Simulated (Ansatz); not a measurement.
Elastic constants of BaCa: input and output

The calculation used DFT PBEsol, scalar-relativistic, plane waves, PAW in Ansatz.

It can be run as:
```bash
ansatz run input.yaml --threads 1 --pin off --backend cpu --events-out ev --progress --plain --runs-dir out  # memory cap (--max-ram) not shown
```

Input (bare energies are in eV):
```yaml
crystal:
  lattice:
    - [4.6320332693, 0.0, 0.0]
    - [0.0, 4.6320332693, 0.0]
    - [0.0, 0.0, 4.6320332693]
  atoms:
    - { symbol: Ba, position: [0.5, 0.5, 0.5] }
    - { symbol: Ca, position: [0.0, 0.0, 0.0] }
basis:
  ecutwfc: 420
kpoints:
  mp_grid: { grid: [10, 10, 10] }
hamiltonian:
  xc: pbesol
scf:
  occupations: { method: fermi_dirac, width: 0.15 }
output:
  forces: true
  stress: true
  eigenvalues: true
elastic:
  mode: clamped_ion
  amplitude: 0.005
```

From the output:
```
--- Elastic constants: 2 strain directions × 4 members + reference (group order 48) ---
  dense FFT box of the reference and of every strained cell: 32×32×32
  strains applied: 11, 23; error gains: componentwise 1.00 (the most a stress slope's error grows in a printed constant), spectral 1.73 (1 for all six strains in a standard setting)
  C = ∂σ_k/∂η_j (tension-positive GPa; Voigt order 11 22 33 23 13 12):
        14.745     11.041     11.041     -0.000     -0.000     -0.000
        11.041     14.745     11.041     -0.000     -0.000     -0.000
        11.041     11.041     14.745     -0.000     -0.000     -0.000
         0.000     -0.000     -0.000     13.756      0.000      0.000
         0.000      0.000     -0.000     -0.000     13.756     -0.000
         0.000     -0.000      0.000      0.000      0.000     13.756
  reference stress σ⁰ (GPa):     -0.000     -0.000     -0.000     -0.000     -0.000     -0.000
  C* (energy form; C + prestress term) asymmetry max|C*_kj − C*_jk| = 3.553e-15 GPa — a small one proves nothing (zero by symmetry where the batch's group is 432, −43m or m−3m); a large one is finite-difference/SCF noise where every solve ...
  moduli (Voigt/Reuss/Hill, GPa): K = 12.28/12.28/12.28   G = 8.99/3.85/6.42   E = 16.41   ν = 0.277
  mechanically stable: yes (min eigenvalue of sym C = 3.70 GPa)
  strain η (Voigt 11):  stress-route row diagonal C_11 = 14.75 GPa, energy-path curvature d²(F+E_count+ΔE)/dδ²/Ω₀ = 14.74 GPa
    cells at ±δ against ±2δ: C11 14.75 and 14.75 GPa, apart by 0.03 % of the column's largest entry
         δ    σ_11 (GPa) F (eV) n_scf n_hpsi n_pw
    -1.000e-2      -0.1523       -7656.4001762       9   44672   1956
    -5.000e-3      -0.0752       -7656.4005282       4   34829   1956
     5.000e-3       0.0723       -7656.4005326       3   33930   1972
     1.000e-2       0.1427       -7656.4001986       7   39563   1988
  strain η (Voigt 23):  stress-route row diagonal C_44 = 13.76 GPa, energy-path curvature d²(F+E_count+ΔE)/dδ²/Ω₀ = 13.76 GPa
    cells at ±δ against ±2δ: C44 13.76 and 13.75 GPa, apart by 0.01 % of the column's largest entry
         δ    σ_23 (GPa) F (eV) n_scf n_hpsi n_pw
    -1.000e-2      -0.1375       -7656.4002181       8   62647   1966
    -5.000e-3      -0.0688       -7656.4005382       3   48834   1964
     5.000e-3       0.0688       -7656.4005382       3   48204   1964
     1.000e-2       0.1375       -7656.4002181       7   55456   1966
```

The cell was built by swapping an element in a database structure (itself possibly hypothetical) and relaxing; it need not be the stable form of this composition. In a metal, frequencies and elastic constants depend on the k mesh and the smearing, soft modes and shear constants most.

The least eigenvalue is 3.7 GPa; in a metal on this mesh the verdict on stability isn't firm within about 20 GPa or a tenth of the bulk modulus.

Every atom sits on an inversion centre, so no strain shifts the atoms against each other, and clamped-ion and relaxed constants are the same.